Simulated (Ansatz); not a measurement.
## BeCl4, a known structure type with other elements, at an estimated volume

```
Cl Be
1.0
    -4.03915    4.03915    3.64228
     4.03915   -4.03915    3.64228
     4.03915    4.03915   -3.64228
Cl Be
8 2
Direct
  0.36100 0.80400 0.55700
  0.80400 0.74700 0.44300
  0.74700 0.80400 0.94300
  0.80400 0.36100 0.05700
  0.63900 0.19600 0.44300
  0.19600 0.63900 0.94300
  0.25300 0.19600 0.05700
  0.19600 0.25300 0.55700
  0.12500 0.87500 0.25000
  0.87500 0.12500 0.75000
```

The numbers come from plane-wave PAW DFT (Ansatz): PBE, no spin polarisation, 420 eV, 6×6×6 Γ-centred k points, fermi-dirac occupations (width 0.0178 eV). Nothing was relaxed.

Task: Which atom feels the largest force, and which way?

Result: The largest is on Cl2 (and as large on other atoms): 1.25 eV/Å, components (1.12, 0.00, 0.54). It makes 14° with the line to a nearest neighbour, Be10 at 2.53 Å, pointing towards it.

Task: Is it stable against the elements?

Result: 0.01 eV an atom against the elements' usual phases (free molecules for gases, crystals otherwise, with no correction for O₂ or N₂), too near zero to call. Relaxing would lower it.

Task: Is there a gap?

Result: It is a metal, with about 18 states/eV a cell as the mean within 0.25 eV of the Fermi level, mostly Cl p (99 %).

Task: Give the Bader charges.

Result: Bader charges in e: Be +1.61, Cl -0.40. In the mean Be gives up most and Cl takes most.

Task: Is the cell too large or too small?

Result: The pressure is -6.3 GPa (compression positive), so with the atoms held at these fractions the cell would first shrink; the forces are large, so a full relaxation may end otherwise.

Origin: a known structure type with other elements, at an estimated volume, so it need not be a known compound. Caveats: many states at the Fermi level without spin polarisation, so a magnetic state may lie lower.
